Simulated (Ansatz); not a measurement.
Sr (fcc, Cu type)

```xyz
2
Lattice="0.0000 6.0289 6.0289 3.0145 0.0000 3.0145 3.0145 3.0145 0.0000" Properties=species:S:1:pos:R:3 pbc="T T T"
Sr     0.0000     0.0000     0.0000
Sr     3.0145     6.0289     3.0145
```

A phonon eigenvector at L = (0.5, 0.0, 0.0) is frozen into this cell: atom i moves by Q times the vector below, so Q is the largest atomic displacement, in Å. The cell is held. (q is in reciprocal vectors of the primitive cell; the cell shown is doubled to hold the pattern.)

```tsv
atom	x	y	z
Sr1	0.577	-0.577	-0.577
Sr2	-0.577	0.577	0.577
```

Calculation: PBE (plane waves to 420 eV, PAW, scalar-relativistic; Ansatz, a program for electronic structure). k mesh 13×13×13 (Γ-centred), Fermi-Dirac smearing 0.05 eV. Energies are smeared free energies. With partly filled bands, energies and forces of such displacements shift with the k mesh and the smearing. Sr was relaxed with its symmetry unable to fall. ΔE is measured from the undisplaced structure. The last digit holds for this mesh only.

| Q (Å) | ΔE (meV/cell) |
|---|---|
| -0.180 | 95.1 |
| -0.150 | 65.7 |
| -0.120 | 41.8 |
| -0.090 | withheld |
| -0.060 | 10.4 |
| -0.030 | 2.6 |
| 0.000 | 0.0 |
| 0.030 | 2.6 |
| 0.060 | 10.4 |
| 0.090 | withheld |
| 0.120 | 41.8 |
| 0.150 | 65.7 |
| 0.180 | 95.1 |

### Question
Fit an even polynomial form (powers 2, 4) to the given rows and predict ΔE at Q = 0.090.

### Answer
Least squares on the 11 given rows: ΔE = (2880)·Q² + (1699)·Q⁴, in meV/cell with Q in Å; root-mean-square residual 0.02 meV/cell. At 0.090 the fit gives 23.4 meV/cell; the calculation gives 23.4 meV/cell, the same to the digits shown. The quadratic term alone would give 23.3 meV/cell.

(For displaced atoms, the force is minus the slope of the energy, and its curvature is a force constant, which sets phonon frequencies.)
